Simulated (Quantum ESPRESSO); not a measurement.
Hf2NbF3O5, one run as intended and one with a planted mistake

Computed values, not a measurement. The program is pw.x of Quantum ESPRESSO 7.5 (plane-wave density functional theory). The cell is made up: 11 atoms on a fluorite lattice with one site empty, with randomly drawn elements, strain and displacements, not relaxed. PseudoDojo standard norm-conserving files (v0.5 for PBE, v0.4.1 for LDA and PBEsol) set the functional; there is no spin polarisation, spin-orbit coupling or dispersion term, and the masses in the input are unused placeholders.

The hafnium pseudopotential is less sure than the others, with forces about 3 percent (worst 6) and pressure in oxides about 1.5 GPa (worst 2.7) from a second method in checks, which no rerun with the same files tests.

Intended input:

```
&control calculation='scf', pseudo_dir='./dojo.nc.sr.pbe.v0_5.standard.upf', outdir='./o', disk_io='medium', tprnfor=.true., tstress=.true. /
&system ibrav=0, nat=11, ntyp=4, nbnd=50, ecutwfc=84.00895049, nosym=.true., tot_charge=0,
 occupations='smearing', smearing='fd', degauss=0.0018374661
/
&electrons conv_thr=7.350e-09, electron_maxstep=60, /
ATOMIC_SPECIES
F 1.0 F.upf
Hf 1.0 Hf.upf
Nb 1.0 Nb.upf
O 1.0 O.upf
CELL_PARAMETERS angstrom
5.0439 0.0763 -0.0281
0.0763 5.1886 -0.0659
-0.0281 -0.0659 5.2043
ATOMIC_POSITIONS angstrom
Hf 0.0161 -0.0375 -0.0789
Hf 0.0677 2.5613 2.6387
Nb 2.6223 2.6822 -0.0338
F 1.3058 1.2766 1.3996
O 1.3609 1.475 3.8633
O 1.4887 3.8438 1.206
F 1.4108 3.8773 3.7076
O 3.7494 1.4268 1.217
O 3.8502 1.287 3.7506
O 3.8402 4.0075 1.3236
F 3.8778 3.852 3.7613
K_POINTS automatic
4 4 4 1 1 1
```

The log is shortened where brackets say so; the opening notice, blank lines, dates and the lines on written files are dropped, and the path of the files is cut. It prints rydbergs, bohrs and kilobars, and counts compression as positive stress. Where no state is partly filled, the Fermi energy that it prints is only some level between the filled and the empty states on the mesh, and need not lie in the true gap.

Log of the intended run:

```
     Program PWSCF v.7.5
     Parallel version (MPI & OpenMP), running on       1 processor cores
     Number of MPI processes:                 1
     Threads/MPI process:                     1
     [start-up lines left out]
     bravais-lattice index     =            0
     lattice parameter (alat)  =       9.5328  a.u.
     unit-cell volume          =     918.7491 (a.u.)^3
     number of atoms/cell      =           11
     number of atomic types    =            4
     number of electrons       =        88.00
     number of Kohn-Sham states=           50
     kinetic-energy cutoff     =      84.0090  Ry
     charge density cutoff     =     336.0358  Ry
     scf convergence threshold =      7.3E-09
     mixing beta               =       0.7000
     number of iterations used =            8  plain     mixing
     Exchange-correlation= PBE
                           (   1   4   3   4   0   0   0)
     [axes and pseudopotential details left out]
   Cartesian axes
     site n.     atom                  positions (alat units)
         1        Hf     tau(   1) = (   0.0031916  -0.0074338  -0.0156406  )
         2        Hf     tau(   2) = (   0.0134204   0.5077355   0.5230788  )
         3        Nb     tau(   3) = (   0.5198278   0.5317020  -0.0067003  )
         4        F      tau(   4) = (   0.2588533   0.2530649   0.2774476  )
         5        O      tau(   5) = (   0.2697760   0.2923945   0.7658356  )
         6        O      tau(   6) = (   0.2951103   0.7619700   0.2390696  )
         7        F      tau(   7) = (   0.2796679   0.7686109   0.7349706  )
         8        O      tau(   8) = (   0.7432568   0.2828396   0.2412502  )
         9        O      tau(   9) = (   0.7632387   0.2551266   0.7434947  )
        10        O      tau(  10) = (   0.7612564   0.7944209   0.2623819  )
        11        F      tau(  11) = (   0.7687100   0.7635955   0.7456158  )
     number of k points=    32  Fermi-Dirac smearing, width (Ry)=  0.0018
                       cart. coord. in units 2pi/alat
        k(    1) = (   0.1238690   0.1212751   0.1233676), wk =   0.0625000
        k(    2) = (   0.1251730   0.1243343   0.3657397), wk =   0.0625000
     [further k points left out]
     Dense  grid:    95561 G-vectors     FFT dimensions: (  60,  60,  60)
     Estimated max dynamical RAM per process >     157.52 MB
     Initial potential from superposition of free atoms
     starting charge      87.9939, renormalised to      88.0000
     Starting wfcs are   62 randomized atomic wfcs
     total cpu time spent up to now is       20.4 secs
     per-process dynamical memory:    95.1 Mb
     Self-consistent Calculation
     iteration #  1     ecut=    84.01 Ry     beta= 0.70
     Davidson diagonalization with overlap
     ethr =  1.00E-02,  avg # of iterations =  2.0
     total cpu time spent up to now is       50.6 secs
     total energy              =    -661.40076185 Ry
     estimated scf accuracy    <       5.52024449 Ry
     iteration #  2     ecut=    84.01 Ry     beta= 0.70
     Davidson diagonalization with overlap
     ethr =  6.27E-03,  avg # of iterations =  6.2
     total cpu time spent up to now is      110.1 secs
     total energy              =    -657.49700110 Ry
     estimated scf accuracy    <      47.90203689 Ry
     [iterations 3 to 17 left out]
     iteration # 18     ecut=    84.01 Ry     beta= 0.70
     Davidson diagonalization with overlap
     ethr =  1.44E-11,  avg # of iterations =  4.7
     total cpu time spent up to now is      642.2 secs
     total energy              =    -664.41201305 Ry
     estimated scf accuracy    <       0.00000001 Ry
     iteration # 19     ecut=    84.01 Ry     beta= 0.70
     Davidson diagonalization with overlap
     ethr =  1.28E-11,  avg # of iterations =  2.0
     total cpu time spent up to now is      670.4 secs
     End of self-consistent calculation
     [lines on levels left out]
     the Fermi energy is     9.7785 ev
!    total energy              =    -664.41201305 Ry
     estimated scf accuracy    <          2.8E-09 Ry
     smearing contrib. (-TS)   =      -0.00000000 Ry
     internal energy E=F+TS    =    -664.41201305 Ry
     The total energy is F=E-TS. E is the sum of the following terms:
     one-electron contribution =    -191.16799066 Ry
     hartree contribution      =     141.75422036 Ry
     xc contribution           =    -157.53371795 Ry
     ewald contribution        =    -457.46452480 Ry
     convergence has been achieved in  19 iterations
     Forces acting on atoms (cartesian axes, Ry/au):
     atom    1 type  2   force =    -0.06867321    0.09818191    0.09427991
     atom    2 type  2   force =    -0.05161897   -0.09972421   -0.10689663
     atom    3 type  3   force =     0.04922478   -0.10281089    0.14936959
     atom    4 type  1   force =    -0.03371501   -0.00243223   -0.05306092
     atom    5 type  4   force =    -0.00333175    0.03101685    0.11667574
     atom    6 type  4   force =    -0.04434821   -0.06682475   -0.12806000
     atom    7 type  1   force =    -0.03098059    0.05085949    0.02879821
     atom    8 type  4   force =     0.01963539    0.06128499   -0.10801798
     atom    9 type  4   force =     0.06821232    0.03111257    0.06488024
     atom   10 type  4   force =     0.09623214   -0.01766472   -0.12274656
     atom   11 type  1   force =    -0.00063689    0.01700098    0.06477839
     Total force =     0.427904     Total SCF correction =     0.000107
     Computing stress (Cartesian axis) and pressure
          total   stress  (Ry/bohr**3)                   (kbar)     P=     -146.80
  -0.00061745   0.00014299  -0.00019241          -90.83       21.04      -28.30
   0.00014299  -0.00095924   0.00037414           21.04     -141.11       55.04
  -0.00019241   0.00037414  -0.00141713          -28.30       55.04     -208.47
     init_run     :     16.82s CPU     19.73s WALL (       1 calls)
     electrons    :    615.40s CPU    649.99s WALL (       1 calls)
     forces       :      6.38s CPU      6.47s WALL (       1 calls)
     stress       :     23.62s CPU     24.59s WALL (       1 calls)
     [timing details left out]
     PWSCF        :  11m 2.49s CPU  11m41.98s WALL
     JOB DONE.
```

A second run has one planted mistake: two atoms have their elements exchanged. The input lines that differ, file-writing options aside:

```
- Hf 0.0677 2.5613 2.6387
+ Nb 0.0677 2.5613 2.6387
- Nb 2.6223 2.6822 -0.0338
+ Hf 2.6223 2.6822 -0.0338
```

Its log:

```
     Program PWSCF v.7.5
     Parallel version (MPI & OpenMP), running on       1 processor cores
     Number of MPI processes:                 1
     Threads/MPI process:                     1
     [start-up lines left out]
     bravais-lattice index     =            0
     lattice parameter (alat)  =       9.5328  a.u.
     unit-cell volume          =     918.7491 (a.u.)^3
     number of atoms/cell      =           11
     number of atomic types    =            4
     number of electrons       =        88.00
     number of Kohn-Sham states=           50
     kinetic-energy cutoff     =      84.0090  Ry
     charge density cutoff     =     336.0358  Ry
     scf convergence threshold =      7.3E-09
     mixing beta               =       0.7000
     number of iterations used =            8  plain     mixing
     Exchange-correlation= PBE
                           (   1   4   3   4   0   0   0)
     [axes and pseudopotential details left out]
   Cartesian axes
     site n.     atom                  positions (alat units)
         1        Hf     tau(   1) = (   0.0031916  -0.0074338  -0.0156406  )
         2        Nb     tau(   2) = (   0.0134204   0.5077355   0.5230788  )
         3        Hf     tau(   3) = (   0.5198278   0.5317020  -0.0067003  )
         4        F      tau(   4) = (   0.2588533   0.2530649   0.2774476  )
         5        O      tau(   5) = (   0.2697760   0.2923945   0.7658356  )
         6        O      tau(   6) = (   0.2951103   0.7619700   0.2390696  )
         7        F      tau(   7) = (   0.2796679   0.7686109   0.7349706  )
         8        O      tau(   8) = (   0.7432568   0.2828396   0.2412502  )
         9        O      tau(   9) = (   0.7632387   0.2551266   0.7434947  )
        10        O      tau(  10) = (   0.7612564   0.7944209   0.2623819  )
        11        F      tau(  11) = (   0.7687100   0.7635955   0.7456158  )
     number of k points=    32  Fermi-Dirac smearing, width (Ry)=  0.0018
                       cart. coord. in units 2pi/alat
        k(    1) = (   0.1238690   0.1212751   0.1233676), wk =   0.0625000
        k(    2) = (   0.1251730   0.1243343   0.3657397), wk =   0.0625000
     [further k points left out]
     Dense  grid:    95561 G-vectors     FFT dimensions: (  60,  60,  60)
     Estimated max dynamical RAM per process >     157.52 MB
     Initial potential from superposition of free atoms
     starting charge      87.9939, renormalised to      88.0000
     Starting wfcs are   62 randomized atomic wfcs
     total cpu time spent up to now is       10.3 secs
     per-process dynamical memory:    95.1 Mb
     Self-consistent Calculation
     iteration #  1     ecut=    84.01 Ry     beta= 0.70
     Davidson diagonalization with overlap
     ethr =  1.00E-02,  avg # of iterations =  2.0
     total cpu time spent up to now is       36.6 secs
     total energy              =    -661.36785087 Ry
     estimated scf accuracy    <       5.56661445 Ry
     iteration #  2     ecut=    84.01 Ry     beta= 0.70
     Davidson diagonalization with overlap
     ethr =  6.33E-03,  avg # of iterations =  7.1
     total cpu time spent up to now is       92.2 secs
     total energy              =    -657.26028883 Ry
     estimated scf accuracy    <      49.43990496 Ry
     [iterations 3 to 18 left out]
     iteration # 19     ecut=    84.01 Ry     beta= 0.70
     Davidson diagonalization with overlap
     ethr =  5.29E-11,  avg # of iterations =  1.9
     total cpu time spent up to now is      695.4 secs
     total energy              =    -664.38059259 Ry
     estimated scf accuracy    <       0.00000002 Ry
     iteration # 20     ecut=    84.01 Ry     beta= 0.70
     Davidson diagonalization with overlap
     ethr =  1.86E-11,  avg # of iterations =  4.4
     total cpu time spent up to now is      727.1 secs
     End of self-consistent calculation
     [lines on levels left out]
     the Fermi energy is     9.6294 ev
!    total energy              =    -664.38059259 Ry
     estimated scf accuracy    <          1.5E-09 Ry
     smearing contrib. (-TS)   =      -0.00000000 Ry
     internal energy E=F+TS    =    -664.38059259 Ry
     The total energy is F=E-TS. E is the sum of the following terms:
     one-electron contribution =    -191.35755889 Ry
     hartree contribution      =     141.82002909 Ry
     xc contribution           =    -157.52250813 Ry
     ewald contribution        =    -457.32055466 Ry
     convergence has been achieved in  20 iterations
     Forces acting on atoms (cartesian axes, Ry/au):
     atom    1 type  2   force =    -0.05348144    0.08948668    0.12012003
     atom    2 type  3   force =    -0.07352013   -0.14746280   -0.12359170
     atom    3 type  2   force =     0.04920519   -0.06028709    0.09881909
     atom    4 type  1   force =    -0.04383042    0.00387052   -0.03713321
     atom    5 type  4   force =    -0.06967482    0.03150351    0.04004074
     atom    6 type  4   force =    -0.09775363   -0.03742771   -0.06904672
     atom    7 type  1   force =    -0.04174546    0.04734414    0.01883200
     atom    8 type  4   force =     0.09474165    0.03807593   -0.04943520
     atom    9 type  4   force =     0.09421325    0.04728647    0.01949655
     atom   10 type  4   force =     0.12175523   -0.02389672   -0.06636072
     atom   11 type  1   force =     0.02009058    0.01150706    0.04825915
     Total force =     0.401743     Total SCF correction =     0.000099
     Computing stress (Cartesian axis) and pressure
          total   stress  (Ry/bohr**3)                   (kbar)     P=     -144.85
  -0.00063206   0.00007587  -0.00019800          -92.98       11.16      -29.13
   0.00007587  -0.00090084   0.00070103           11.16     -132.52      103.12
  -0.00019800   0.00070103  -0.00142115          -29.13      103.12     -209.06
     init_run     :      9.63s CPU     10.24s WALL (       1 calls)
     electrons    :    670.32s CPU    716.81s WALL (       1 calls)
     forces       :      5.07s CPU      5.15s WALL (       1 calls)
     stress       :     21.43s CPU     22.41s WALL (       1 calls)
     [timing details left out]
     PWSCF        :  11m46.68s CPU  12m35.16s WALL
     JOB DONE.
```

|  | intended run | run with the mistake |
| --- | --- | --- |
| free energy (eV) | -9039.786 | -9039.358 |
| smearing term -TS (eV) | 0.0000 | 0.0000 |
| pressure (GPa) | -14.68 | -14.49 |
| largest force component (eV/Å) | 3.840 | 3.791 |
| largest change of a force component (eV/Å) |  | 1.970 |
| iterations | 19 | 20 |

For scale, a rerun of the intended cell at a cutoff of 1467 eV and k mesh 6 x 6 x 6 moved values by no more than 0.002 eV in energy, 0.04 GPa in stress and 0.005 eV/Å in force.